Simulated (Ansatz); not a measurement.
Stationary points along a deformation path in Sc

Method: DFT PBEsol, scalar-relativistic, plane waves, PAW (Ansatz 0.2.0). Settings: plane waves to 420 eV, k-mesh 18×18×10 (Γ-centred), Gaussian smearing 0.15 eV. No spin polarisation. Energies are free energies at this smearing, counted from the undisturbed cell; pressure is positive in compression.

Zero of the scan (as given, not relaxed at this level; it stands at -2.8 GPa):

```
CELL_PARAMETERS angstrom
3.30880 0.00000 0.00000
-1.65440 2.86550 0.00000
0.00000 0.00000 5.26800
ATOMIC_POSITIONS crystal
Sc 0.33333 0.66667 0.25000
Sc 0.66667 0.33333 0.75000
```

At fixed volume and fractional coordinates, lengths along (0.000, 0.000, 1.000) are scaled against those across it; ρ is that ratio over its starting value. V = 24.974 Å³/atom. Δσ is the stress along the axis less the mean stress across it (compression positive).

| ρ | ΔE (meV/atom) | Δσ (GPa) | space group |
| --- | --- | --- | --- |
| 0.800 | 138.1 | 12.27 | P6_3/mmc |
| 0.850 | 69.2 | 9.41 | P6_3/mmc |
| 0.920 | 11.8 | 4.36 | P6_3/mmc |
| 0.960 | -0.7 | 1.29 | P6_3/mmc |
| 1.000 | 0.0 | -1.61 | P6_3/mmc |
| 1.050 | 16.2 | -4.71 | P6_3/mmc |
| 1.100 | 45.9 | -7.66 | P6_3/mmc |
| 1.200 | 142.1 | -13.54 | P6_3/mmc |
| 1.300 | 276.3 | -18.76 | P6_3/mmc |

Q: How does the stress give the slope of the energy, and where is the energy stationary?

A: Along the path d ln(length) is 2/3 d ln ρ on the axis and −1/3 d ln ρ across it, so dE/d ln ρ = −(2/3) V Δσ: the energy falls with ρ where Δσ is positive. Δσ vanishes or changes sign between ρ = 0.960 and 1.000, a minimum (near 0.98 by linear interpolation). Pairs of stationary points between two samples would go unseen, and could change a minimum read from distant neighbours into a maximum.

Q: Integrate that slope from ρ = 1 to 0.850 by the trapezoid rule.

A: With V/N in Å³ and 1 eV/Å³ = 160.2 GPa the slopes at ρ = 1.000, 0.960, 0.920, 0.850 are 167, -134, -453, -978 meV/atom per unit of ln ρ. The steps add (-0.7) + 12.5 + 56.6 = 68.4 meV/atom, against 69.2 from the energies; the trapezoid rule misses the curvature of the slope within each step.

In a metal these slopes depend on the k mesh and the smearing.